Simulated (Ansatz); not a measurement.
LaPt5: relaxation (Ansatz)

Input:

```yaml
crystal:
  lattice:
    - [5.356824, 0.0, 0.0]
    - [-2.678412, 4.63915, 0.0]
    - [0.0, 0.0, 4.358565]
  atoms:
    - { symbol: Pt, position: [0.3333, 0.6667, 0.0] }
    - { symbol: Pt, position: [0.6666, 0.3333, 0.0] }
    - { symbol: Pt, position: [0.5, 0.0, 0.5] }
    - { symbol: Pt, position: [0.5, 0.5, 0.5] }
    - { symbol: Pt, position: [0.0, 0.5, 0.5] }
    - { symbol: La, position: [0.0, 0.0, 0.0] }
  symmetry: { tolerance: 0.0003 }
kpoints:
  mp_grid: { grid: [6, 6, 6], shift: [0, 0, 0] }
magnetization:
  spin_polarized: false
scf:
  occupations: { method: methfessel_paxton, width: 0.1777 }
  lower_state_search: "off"
hamiltonian:
  pseudopotentials: { kind: paw }
  xc: r2scan
basis:
  ecutwfc: 500
  fft_grid_basis: typed
relax:
  max_steps: 60
  cell: { p_target: 0.0 }
  f_tol: 0.03
output:
  forces: true
  stress: true
  eigenvalues: true
  bader: true
  populations: true
  elf: true
  write_potential: true
  volumetric_format: npy
  dos:
    e_range: [-12, 8]
    de: 0.05
    projected: { site_lists: { La: [La], Pt: [Pt] } }
  write_density: true
checkpoint:
  read: saved_state
```

The command:

```bash
ansatz run input.yaml --threads 2 --pin off --max-ram 2560MiB --backend cpu --events-out ev --progress --plain --runs-dir out
```

Origin of the cell: a database entry, scaled a little.

The saved state is a converged single point of the same cell.

Steps («new basis» is an SCF on plane waves selected anew at the same cell):

```tsv
step	ΔF (meV/atom)	max force component (eV/Å)	P (GPa)	volume (Å³)	SCF iterations	step was
1	0.0	0.000	7.09	108.32	8	accepted
2	22.6	0.000	-9.61	118.79	9	rejected
3	-13.3	0.000	-0.84	112.57	12	accepted
4	-13.6	0.000	-0.01	112.08	5	accepted
5	-13.8	0.000	0.00	112.08	7	new basis
```

Step 1, with forces in eV/Å:

```xyz
6
Lattice="5.357 0.000 0.000 -2.678 4.639 0.000 0.000 0.000 4.359" Properties=species:S:1:pos:R:3:forces:R:3 pbc="T T T" step=1
Pt    0.000    3.093    0.000    0.000    0.000    0.000
Pt    2.678    1.546    0.000    0.000    0.000    0.000
Pt    2.678    0.000    2.179    0.000    0.000    0.000
Pt    1.339    2.320    2.179    0.000    0.000    0.000
Pt   -1.339    2.320    2.179    0.000    0.000    0.000
La    0.000    0.000    0.000    0.000    0.000    0.000
```

Step 3, with forces in eV/Å:

```xyz
6
Lattice="5.445 0.000 0.000 -2.723 4.716 0.000 0.000 0.000 4.384" Properties=species:S:1:pos:R:3:forces:R:3 pbc="T T T" step=3
Pt    0.000    3.144    0.000    0.000    0.000    0.000
Pt    2.723    1.572    0.000    0.000    0.000    0.000
Pt    2.723    0.000    2.192    0.000    0.000    0.000
Pt    1.361    2.358    2.192    0.000    0.000    0.000
Pt   -1.361    2.358    2.192    0.000    0.000    0.000
La    0.000    0.000    0.000    0.000    0.000    0.000
```

Step 5, with forces in eV/Å:

```xyz
6
Lattice="5.436 0.000 0.000 -2.718 4.708 0.000 0.000 0.000 4.380" Properties=species:S:1:pos:R:3:forces:R:3 pbc="T T T" step=5
Pt    0.000    3.138    0.000    0.000    0.000    0.000
Pt    2.718    1.569    0.000    0.000    0.000    0.000
Pt    2.718    0.000    2.190    0.000    0.000    0.000
Pt    1.359    2.354    2.190    0.000    0.000    0.000
Pt   -1.359    2.354    2.190    0.000    0.000    0.000
La    0.000    0.000    0.000    0.000    0.000    0.000
```

| Item | Value |
| --- | --- |
| Free energy lowered by | 13.8 meV/atom |
| Volume change | 3.48 % |
| Final pressure | 0.00 GPa |
| Relaxation steps listed | 5 |

Caveats: no moments, though an odd count or open d shells may carry them; no spin-orbit coupling, though heavy elements are present; the relaxation held the start's symmetry, so the end may be a saddle point; wide smearing.

It ran for 71 s on 2 threads of Arm Neoverse V2 (shared host), peak memory 0.77 GiB, from a saved density.
